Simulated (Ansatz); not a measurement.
Polymorphs of BP, each relaxed with DFT-PBE in the program Ansatz with PAW potentials:

A: Pm-3n
a = b = c = 5.5935 Å, α = β = γ = 90.00°

```tsv
atom	site	symmetry	x	y	z
B	6d	-4m.2	0.0000	0.2500	0.5000
P	6c	-4m.2	0.0000	0.5000	0.2500
```

B: P6_422
a = b = 3.2786 Å, c = 6.9960 Å, α = β = 90.00°, γ = 120.00°

```tsv
atom	site	symmetry	x	y	z
B	3c	222	0.5000	0.0000	0.0000
P	3d	222	0.5000	0.0000	0.5000
```

C: CsCl type (Pm-3m)
a = b = c = 2.7143 Å, α = β = γ = 90.00°

```tsv
atom	site	symmetry	x	y	z
B	1a	m-3m	0.0000	0.0000	0.0000
P	1b	m-3m	0.5000	0.5000	0.5000
```

**Question.** Rank these by energy per atom at 0 K (lowest first), as PBE gives it.

**Answer.** A (+0 meV/atom), B (+206 meV/atom), C (+1556 meV/atom)

**Question.** Give each one's gap.

**Answer.** A 0.63 eV; B no gap; C no gap.

Typed or built starts, not in the databases checked: A; B; C. Not the usual ambient phase: A; B; C. All cells were relaxed under the symmetry of their starts (and spin orders); stability against distortions was not tested throughout.

Energies hold the estimated change up to a 700 eV cutoff; steps of a few meV lie near the error of the meshes.

Potentials: the earlier of the program's two PAW sets.
